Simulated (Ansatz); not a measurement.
Zr₂SiB₂ in space group P-6m2 (No. 187; Zr on 2h, Si on 1a, B on 1b, B on 1f), PBE (plane waves, PAW; program Ansatz), all energies at zero smearing, with the estimated change up to a 700 eV cutoff added, with one set of potentials and settings (totals compare only within such a set). Cell of 5 atoms (2 Zr, 1 Si, 2 B): -9319.494 eV.

```tsv
element	reference phase	E (eV/atom)
Zr	P6_3/mmc, 2 atoms in the cell	-4183.8611
Si	Fd-3m, 2 atoms in the cell	-635.8114
B	R-3m, 12 atoms in the cell	-155.9170
```

Formation energy per atom, worked out: (-9319.494 − 2×(-4183.8611) − 1×(-635.8114) − 2×(-155.9170))/5 = -0.825 eV/atom (-80 kJ per mol of atoms), at 0 K, without zero-point energy or fitted corrections.

The start of the workflow was typed in or built on a structure type; neither database checked (COD, Materials Project) lists it. Its standing as an ambient phase is unchecked. The cell was relaxed with PBE under the symmetry of its start; whether a distortion lowers the energy is not shown. The run is not spin-polarised. The references are the lowest solids computed at this level, not always the standard phases.

Potentials: the earlier of the program's two PAW sets.
